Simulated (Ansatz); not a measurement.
Starting cell, ZnSe (zinc blende):

```yaml
crystal:
  lattice:
    - [0.00000, 5.66546, 5.66546]
    - [2.83273, 0.00000, 2.83273]
    - [2.83273, 2.83273, 0.00000]
  atoms:
    - { symbol: Se, position: [0.37500, 0.75000, 0.75000] }
    - { symbol: Se, position: [0.87500, 0.75000, 0.75000] }
    - { symbol: Zn, position: [0.00000, 0.00000, 0.00000] }
    - { symbol: Zn, position: [0.50000, 0.00000, 0.00000] }
```

The atoms are displaced by Q × the pattern below (from a DFPT mode at L = (0.5, 0.0, 0.0), largest move 1; Q in Å), at fixed cell. It is one choice among 2 degenerate patterns. (q is in reciprocal vectors of the primitive cell; the cell shown is doubled to hold the pattern.)

```json
[
 {"atom": "Se1", "x": "0.249", "y": "-0.453", "z": "0.702"},
 {"atom": "Se2", "x": "-0.249", "y": "0.453", "z": "-0.702"},
 {"atom": "Zn3", "x": "-0.285", "y": "0.520", "z": "-0.805"},
 {"atom": "Zn4", "x": "0.285", "y": "-0.520", "z": "0.805"}
]
```

Computed with r2SCAN (plane waves to 500 eV, PAW, scalar-relativistic; Ansatz, a quantum-chemistry and plane-wave program). k mesh 5×10×10 (Γ-centred), Fermi-Dirac smearing 0.05 eV. The energy includes the smearing's −TS. ZnSe was relaxed with its symmetry unable to fall. The zero of ΔE is the undisplaced structure.

```csv
Q (Å),ΔE (meV/cell)
-0.180,47.6
-0.120,20.7
-0.060,5.1
0.000,0.0
0.060,5.1
0.120,20.7
0.180,47.6
```

Question: Which DFPT wavenumber at L = (0.5, 0.0, 0.0) belongs to this mode?
A. 173 cm⁻¹
B. 206 cm⁻¹
C. 55 cm⁻¹

Answer: C, 55 cm⁻¹. The curvature of the scan gives 55 cm⁻¹

(A displaced cell: forces are minus the slopes of the energy, force constants its curvatures, and phonons follow from these.)
